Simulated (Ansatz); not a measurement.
According to PBEsol in the plane-wave PAW code Ansatz, O in the α-O2 structure (C2/m) relaxes to a = 3.530 Å, b = 3.480 Å, c = 4.771 Å, β = 104.8°.

The Kohn–Sham gap is 1.23 eV (smallest direct gap 1.24 eV). The magnetic state found is antiferromagnetic.

Symmetry was held in the PBEsol relaxation, as lowered by the spin order. Spin order of the final state: antiferromagnetic, chosen from 5 collinear starts compared on coarse meshes (ties went to the first, and starts can fall back to one state), not a proven ground state. Textbook magnetic order: antiferromagnetic. The substance is a gas or liquid at ambient conditions; this is its low-temperature solid. No Hubbard U is applied. A crystal of weakly bound molecules computed without a dispersion correction: the cell and the soft elastic constants depend strongly on that.

Potentials: the later of the program's two PAW sets.
